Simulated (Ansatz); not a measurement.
Consider the following.

Starting cell, Zr (hcp, Mg type):

```
Zr
1.0
    6.49204     0.00000     0.00000
   -1.62301     2.81113     0.00000
    0.00000     0.00000     5.15071
Zr
4
Direct
  0.16667   0.66667   0.75000
  0.66667   0.66667   0.75000
  0.33333   0.33333   0.25000
  0.83333   0.33333   0.25000
```

A phonon eigenvector at M = (0.5, 0.0, 0.0) is frozen into this cell: atom i moves by Q times the vector below, so Q is the largest atomic displacement, in Å. The cell is held. (q is in reciprocal vectors of the primitive cell; the cell shown is doubled to hold the pattern.)

```csv
atom,x,y,z
Zr1,0.000,0.000,1.000
Zr2,0.000,0.000,-1.000
Zr3,0.000,0.000,-1.000
Zr4,0.000,0.000,1.000
```

Computed with r2SCAN (plane waves to 500 eV, PAW, scalar-relativistic; Ansatz, a program for electronic structure). k mesh 8×16×9 (Γ-centred), Fermi-Dirac smearing 0.05 eV. The energy includes the smearing's −TS. With partly filled bands, energies and forces of such displacements shift with the k mesh and the smearing. Zr is run without spin polarisation. Zr was relaxed with its symmetry unable to fall. The zero of ΔE is the undisplaced structure.

The scan covers Q from -0.100 to 0.100 Å in 13 points.

Problem. Is this a single well or a double well?

Solution. A single well with its minimum at or next to zero displacement.

Problem. Which space group does the distorted structure have?

Solution. Pnma (No. 62), lowered from P6_3/mmc.

Problem. What is the energy change at Q = 0.100 Å?

Solution. 175 meV/cell.

Problem. What harmonic wavenumber does the curvature at Q = 0 give?

Solution. 158 cm⁻¹.

(A displaced cell: forces are minus the slopes of the energy, force constants its curvatures, and phonons follow from these.)
